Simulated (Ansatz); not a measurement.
**SiW: relaxation of cell and atoms**

Theory: Ansatz 0.2.0, DFT, PBE, PAW with Ansatz's default frozen-core files, scalar-relativistic.

Command: `ansatz run input.yaml --threads 1 --pin off --max-ram 2048MiB --backend cpu --events-out ev --progress --plain --runs-dir out` The run took 5.1 s on 1 thread of Arm Neoverse V2, with other jobs on the host, peak memory 0.3 GiB.

```yaml
crystal:
  lattice:
    - [2.9294002053, 0.0, 0.0]
    - [0.0, 2.9294002053, 0.0]
    - [0.0, 0.0, 2.9294002053]
  atoms:
    - { symbol: W, position: [0.0, 0.0, 0.0] }
    - { symbol: Si, position: [0.5, 0.5, 0.5] }
kpoints:
  mp_grid: { grid: [11, 11, 11] }
scf:
  occupations: { method: fermi_dirac, width: 0.03 }
hamiltonian:
  xc: pbe
  pseudopotentials: { kind: paw }
output:
  forces: true
  stress: true
relax:
  f_tol: 0.005
  max_steps: 80
  cell: {}
```

Spin–orbit coupling is left out, though it moves levels of the heavy atoms by tenths of an eV or more.

The cell is built from the CsCl type as a first guess.

The cutoff is 420 eV; energies and pressures of the walk include the program's estimate of the Pulay term.

Each frame lists the cell vectors (Å), then Cartesian positions (Å); symmetry keeps all forces zero. Free energies count from the first step, -11019.9960 eV.

The walk took 5 evaluations in all; steps that aren't listed are left out.

Step 1: E = 0.0 meV, P = 38.89 GPa

```
cell 2.9294 0.0000 0.0000 0.0000 2.9294 0.0000 0.0000 0.0000 2.9294
W     0.0000    0.0000    0.0000
Si    1.4647    1.4647    1.4647
```

Step 2:

```
cell 3.0722 0.0000 0.0000 0.0000 3.0722 0.0000 0.0000 0.0000 3.0722
W     0.0000    0.0000    0.0000
Si    1.5361    1.5361    1.5361
```

Step 3: E = -370.6 meV, P = -0.71 GPa

```
cell 3.0603 0.0000 0.0000 0.0000 3.0603 0.0000 0.0000 0.0000 3.0603
W     0.0000    0.0000    0.0000
Si    1.5301    1.5301    1.5301
```

Question: Give the energy, pressure of step 2.

Answer: E = -366.3 meV, P = -3.22 GPa
```
W     0.0000    0.0000    0.0000
Si    1.5361    1.5361    1.5361
```

Question: How does the relaxation end?

Answer: It converges, with a = 3.057 Å, b = 3.057 Å, c = 3.057 Å, α = 90.00°, β = 90.00°, γ = 90.00° (conventional cell, space group Pm-3m). The last solve (on a basis chosen afresh for the final cell, so its energy is not quite comparable) gives E = -372.4 meV, P = 0.02 GPa:
```
cell 3.0571 0.0000 0.0000 0.0000 3.0571 0.0000 0.0000 0.0000 3.0571
W     0.0000    0.0000    0.0000
Si    1.5285    1.5285    1.5285
```
